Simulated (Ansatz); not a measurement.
Input, command and steps of an Ansatz relaxation.

```yaml
crystal:
  lattice:
    - [1.6699308717, 0.9641350383, 7.740976672]
    - [-1.6699308717, 0.9641350383, 7.740976672]
    - [0.0, -1.9282700765, 7.740976672]
  atoms:
    - { symbol: Ti, position: [0.4, 0.4, 0.4] }
    - { symbol: Ti, position: [0.6, 0.6, 0.6] }
    - { symbol: Si, position: [0.0, 0.0, 0.0] }
    - { symbol: Si, position: [0.2095, 0.2095, 0.2095] }
    - { symbol: Si, position: [0.7905, 0.7905, 0.7905] }
basis:
  ecutwfc: 420
kpoints:
  mp_grid: { grid: [6, 6, 6] }
hamiltonian:
  xc: pbe
scf:
  occupations: { method: gaussian, width: 0.1 }
  lower_state_search: "off"
output:
  forces: true
  stress: true
  eigenvalues: true
relax:
  adjacent_minimum: "off"
  f_tol: 0.04
  max_steps: 70
  cell: { stress_tol: 0.4 }
```

```bash
ansatz run input.yaml --threads 1 --pin off --max-ram 2560MiB --backend cpu --events-out ev --progress --plain --runs-dir out
```

The calculation used DFT PBE, scalar-relativistic, plane waves, PAW in Ansatz 0.2.0.

Of 7 frames 7 are shown, positions in Å and forces in eV/Å; the SCF threshold varies from step to step. Steps run on the plane waves of an earlier cell, with a Pulay correction in the pressure. The basis is chosen afresh for the last frame, the zero of the energies, and at times for earlier ones too; energy and pressure step there, also at an unchanged geometry.

```xyz
5
Lattice="1.6699 0.9641 7.7410 -1.6699 0.9641 7.7410 0.0000 -1.9283 7.7410" Properties=species:S:1:pos:R:3:forces:R:3 pbc="T T T" step=1 free_energy_over_end_meV_per_atom=443.03 pressure_GPa=21.12
Ti    0.0000    0.0000    9.2892    0.0000    0.0000   -2.7062
Ti    0.0000    0.0000   13.9338    0.0000    0.0000    2.7062
Si    0.0000    0.0000    0.0000    0.0000    0.0000    0.0000
Si    0.0000    0.0000    4.8652    0.0000    0.0000   -3.9718
Si    0.0000    0.0000   18.3577    0.0000    0.0000    3.9718
5
Lattice="1.7129 0.9889 7.9177 -1.7129 0.9889 7.9177 0.0000 -1.9779 7.9177" Properties=species:S:1:pos:R:3:forces:R:3 pbc="T T T" step=2 free_energy_over_end_meV_per_atom=153.30 pressure_GPa=5.32
Ti    0.0000    0.0000    9.4903    0.0000    0.0000   -1.4743
Ti    0.0000    0.0000   14.2627    0.0000    0.0000    1.4743
Si    0.0000    0.0000    0.0000    0.0000    0.0000    0.0000
Si    0.0000    0.0000    4.8133    0.0000    0.0000   -2.1123
Si    0.0000    0.0000   18.9397    0.0000    0.0000    2.1123
5
Lattice="1.7035 0.9835 7.9651 -1.7035 0.9835 7.9651 0.0000 -1.9671 7.9651" Properties=species:S:1:pos:R:3:forces:R:3 pbc="T T T" step=3 free_energy_over_end_meV_per_atom=48.16 pressure_GPa=5.01
Ti    0.0000    0.0000    9.5327    0.0000    0.0000   -0.7258
Ti    0.0000    0.0000   14.3626    0.0000    0.0000    0.7258
Si    0.0000    0.0000    0.0000    0.0000    0.0000    0.0000
Si    0.0000    0.0000    4.6418    0.0000    0.0000   -0.2606
Si    0.0000    0.0000   19.2534    0.0000    0.0000    0.2606
5
Lattice="1.7645 1.0187 7.7590 -1.7645 1.0187 7.7590 0.0000 -2.0374 7.7590" Properties=species:S:1:pos:R:3:forces:R:3 pbc="T T T" step=4 free_energy_over_end_meV_per_atom=6.52 pressure_GPa=0.54
Ti    0.0000    0.0000    9.2152    0.0000    0.0000   -0.1986
Ti    0.0000    0.0000   14.0619    0.0000    0.0000    0.1986
Si    0.0000    0.0000    0.0000    0.0000    0.0000    0.0000
Si    0.0000    0.0000    4.4938    0.0000    0.0000   -0.2160
Si    0.0000    0.0000   18.7833    0.0000    0.0000    0.2160
5
Lattice="1.7947 1.0362 7.5626 -1.7947 1.0362 7.5626 0.0000 -2.0724 7.5626" Properties=species:S:1:pos:R:3:forces:R:3 pbc="T T T" step=5 free_energy_over_end_meV_per_atom=1.37 pressure_GPa=0.15
Ti    0.0000    0.0000    8.9605    0.0000    0.0000    0.0343
Ti    0.0000    0.0000   13.7272    0.0000    0.0000   -0.0343
Si    0.0000    0.0000    0.0000    0.0000    0.0000    0.0000
Si    0.0000    0.0000    4.3367    0.0000    0.0000    0.1049
Si    0.0000    0.0000   18.3510    0.0000    0.0000   -0.1049
5
Lattice="1.7972 1.0376 7.5478 -1.7972 1.0376 7.5478 0.0000 -2.0753 7.5478" Properties=species:S:1:pos:R:3:forces:R:3 pbc="T T T" step=6 free_energy_over_end_meV_per_atom=1.12 pressure_GPa=-0.07
Ti    0.0000    0.0000    8.9426    0.0000    0.0000    0.0338
Ti    0.0000    0.0000   13.7007    0.0000    0.0000   -0.0338
Si    0.0000    0.0000    0.0000    0.0000    0.0000    0.0000
Si    0.0000    0.0000    4.3363    0.0000    0.0000    0.0078
Si    0.0000    0.0000   18.3070    0.0000    0.0000   -0.0078
5
Lattice="1.7972 1.0376 7.5478 -1.7972 1.0376 7.5478 0.0000 -2.0753 7.5478" Properties=species:S:1:pos:R:3:forces:R:3 pbc="T T T" step=7 free_energy_over_end_meV_per_atom=0.00 pressure_GPa=0.05
Ti    0.0000    0.0000    8.9426    0.0000    0.0000    0.0335
Ti    0.0000    0.0000   13.7007    0.0000    0.0000   -0.0335
Si    0.0000    0.0000    0.0000    0.0000    0.0000    0.0000
Si    0.0000    0.0000    4.3363    0.0000    0.0000    0.0065
Si    0.0000    0.0000   18.3070    0.0000    0.0000   -0.0065
```

The start puts this composition into another compound's structure type, which needn't suit it. At the end the space group is R-3m (tolerance 0.05 Å).

It took 13 s on 1 thread of Intel(R) Xeon(R) 6975P-C (Granite Rapids), on a shared host, peak memory 0.41 GiB.

The k mesh is coarse.